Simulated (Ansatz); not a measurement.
A: Ru (hcp, Mg type), a = 2.7222 Å, b = 2.7222 Å, c = 4.2908 Å, α = 90.00°, β = 90.00°, γ = 120.00°
B: TiO$_{2}$ (anatase), a = 3.799 Å, b = 3.799 Å, c = 9.701 Å, α = 90.00°, β = 90.00°, γ = 90.00°
C: Co (hcp, Mg type), a = b = 2.494 Å, c = 4.032 Å, α = β = 90.00°, γ = 120.00°

Scan: energy over volume and axial ratio (atoms clamped). All come from one method, each on a k mesh of its own. All were relaxed with their symmetry unable to fall. Relaxed Co ends ferromagnetic. Ru is run without spin polarisation. TiO2 is run without spin polarisation. Other magnetic orders were not checked, so this need not be the ground state. (This holds for the magnetic or f-shell members.)

Problem. Put the candidates in order of modulus against c/a change at fixed volume, (3/4V)·∂²E/∂(ln c/a)² (fitted), highest first, for PBE (plane waves to 420 eV, PAW, scalar-relativistic; Ansatz, a first-principles code).

Solution. A (223 GPa), C (146 GPa), B (107 GPa)

(Under strain, the slope of the energy per volume gives the stress and its curvature an elastic modulus.)
